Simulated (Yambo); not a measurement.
G0W0@PBEsol for Rb$_{2}$SiF$_{6}$ (space group Fm-3m, No. 225) in Yambo. Reference settings: 2×2×2 Γ-centred k mesh, 215 bands and a 7 Ry block in the screening, 215 bands in G with the Bruneval-Gonze terminator, plasmon pole fitted at 27.2 eV. The PBEsol gap Γ → Γ on this mesh is 7.39 eV; G0W0 gaps are taken between the same points.

| change from the reference | G0W0 gap Γ → Γ (eV) | shift of the valence edge (eV) |
|---|---|---|
| reference settings | 11.53 | -2.81 |
| 85 bands in G | (withheld) | -2.81 |
| pole fitted at 40 eV | 11.55 | -2.85 |
| 139 bands in G | 11.53 | -2.81 |
| no random integration | 11.32 | -2.46 |
| 1 Ry block | (withheld) | -4.31 |
| 139 bands in G, no terminator | 11.33 | -2.42 |
| 6 Ry block | 11.53 | -2.83 |

Question: Estimate the withheld gaps from the other rows; the computed values follow.

Answer: 
- 85 bands in G, G0W0 gap Γ → Γ (eV): 11.57
- 1 Ry block, G0W0 gap Γ → Γ (eV): 13.04

The reference isn't shown to be the converged limit.

Geometry of the Materials Project entry, not relaxed at this level; primitive cell a = 5.907 Å, b = 5.907 Å, c = 5.907 Å, α = 60.00°, β = 60.00°, γ = 60.00°.

The structure is a Materials Project entry; no match was found in the copy of COD used, and its stability was not checked.

A shift is the quasiparticle energy of the state minus its PBEsol energy.
